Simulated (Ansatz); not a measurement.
### Question
Name crystals whose computed values (r²SCAN in the plane-wave PAW code Ansatz) fall in these windows: gap (eV) 6.6 to 9.0; HSE06 gap (eV) 7.8 to 10; electron conductivity mass (mₑ) 0.49 to 0.61.

### Answer


```json
[
 {"crystal": "KRb2ScF6, I4/m (Pearson symbol tI20)", "gap (eV)": "7.54", "HSE06 gap (eV)": "8.82", "electron conductivity mass (mₑ)": "0.53"},
 {"crystal": "KF, CsCl type", "gap (eV)": "7.72", "HSE06 gap (eV)": "8.92", "electron conductivity mass (mₑ)": "0.50"},
 {"crystal": "KMgF3, cubic perovskite", "gap (eV)": "8.30", "HSE06 gap (eV)": "9.61", "electron conductivity mass (mₑ)": "0.52"},
 {"crystal": "MgAlF5, Immm (Pearson symbol oI14)", "gap (eV)": "7.92", "HSE06 gap (eV)": "9.35", "electron conductivity mass (mₑ)": "0.56"},
 {"crystal": "K3GaF6, Fm-3m (K on 8c, K on 4b, Ga on 4a, F on 24e)", "gap (eV)": "6.97", "HSE06 gap (eV)": "8.30", "electron conductivity mass (mₑ)": "0.55"}
]
```
Others may fit too.

Not the usual ambient phase: KF, CsCl type. Standing as an ambient phase not checked: KRb2ScF6, I4/m (Pearson symbol tI20); MgAlF5, Immm (Pearson symbol oI14); K3GaF6, Fm-3m (K on 8c, K on 4b, Ga on 4a, F on 24e). All cells were relaxed under the symmetry of their starts (and spin orders); stability against distortions was not tested throughout. Rows with no word on spin ran without spin polarisation. Scalar-relativistic: spin–orbit coupling is off unless named, which matters more the heavier the elements.

Potentials: the later of the program's two PAW sets.
